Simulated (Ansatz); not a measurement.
SrHfO3:
```
CELL_PARAMETERS angstrom
      4.05831     0.00000     0.00000
      0.00000     4.05831     0.00000
      0.00000     0.00000     4.10173
ATOMIC_POSITIONS crystal
  Sr 0.50000 0.50000 0.53901
  Hf 0.00000 0.00000 0.99957
  O  0.50000 0.00000 0.96018
  O  0.00000 0.50000 0.96018
  O  0.00000 0.00000 0.48507
```

x, y and z are the axes in which the lattice vectors are written.

Give the proper piezoelectric stress tensor with relaxed ions from LDA (plane waves, PAW; program Ansatz).

In C/m², rows x, y, z, Voigt columns; mesh uncertainty up to 0.02.
```
 0.00   0.00   0.00   0.00   5.33   0.00
 0.00   0.00   0.00   5.33   0.00   0.00
-0.82  -0.82   5.44   0.00   0.00   0.00
```

The elastic tensor of the same run (GPa):

```json
[
 {"": "1", "1": "343", "2": "90.1", "3": "99.8", "4": "0.0", "5": "0.0", "6": "0.0"},
 {"": "2", "1": "90.1", "2": "343", "3": "99.8", "4": "0.0", "5": "0.0", "6": "0.0"},
 {"": "3", "1": "99.8", "2": "99.8", "3": "273", "4": "0.0", "5": "0.0", "6": "0.0"},
 {"": "4", "1": "0.0", "2": "0.0", "3": "0.0", "4": "52.9", "5": "0.0", "6": "0.0"},
 {"": "5", "1": "0.0", "2": "0.0", "3": "0.0", "4": "0.0", "5": "52.9", "6": "0.0"},
 {"": "6", "1": "0.0", "2": "0.0", "3": "0.0", "4": "0.0", "5": "0.0", "6": "83.7"}
]
```

Convert to strain constants d = e·S.

In pC/N:
```
  0.0    0.0    0.0    0.0  100.8    0.0
  0.0    0.0    0.0  100.8    0.0    0.0
 -7.8   -7.8   25.6    0.0    0.0    0.0
```

Space group P4mm. The workflow started from a Materials Project entry (that database holds measured and hypothetical structures alike); the Crystallography Open Database copy checked does not list it. COD files the formula under space group No. 62, 63, 221, so this cell is another polymorph or a model. Its standing as an ambient phase is unchecked. Symmetry was held in the LDA relaxation. At this level the phase is dynamically unstable (imaginary phonons). No spin polarisation was allowed. Spin–orbit coupling is left out wherever it is not named.

Potentials: the later of the program's two PAW sets.
